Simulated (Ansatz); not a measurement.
W₃N in space group Fm-3m (No. 225; N on 4a, W on 4b, W on 8c) under volume change, PBE (plane waves, PAW; program Ansatz), scaled uniformly.

```tsv
V (Å³/atom)	E − E(relaxed) (meV/atom)	P (GPa)
13.144	103.6	27.47
13.577	43.9	16.97
14.010	[?]	[?]
14.444	0.0	0.00
14.877	9.4	-6.81
15.310	35.9	-12.61
15.744	[?]	[?]
```

Q: Some entries are withheld; supply them.

A: 
- 15.744, E − E(relaxed) (meV/atom): 76.9
- 15.744, P (GPa): -17.57
- 14.010, E − E(relaxed) (meV/atom): 10.5
- 14.010, P (GPa): 7.93

Q: What does a third-order Birch–Murnaghan fit give for V₀, B₀ and B′?

A: V₀ = 14.44 Å³/atom, B₀ = 242 GPa, B′ = 3.9.

The cell is a constructed one: a structure type filled with these elements; neither database checked (COD, Materials Project) lists it. Its standing as an ambient phase is unchecked. Symmetry was held in the PBE relaxation; its stability against distortions is not shown here. The run is not spin-polarised. Scalar-relativistic: spin–orbit coupling is off unless named, which matters more the heavier the elements.

Potentials: the earlier of the program's two PAW sets.
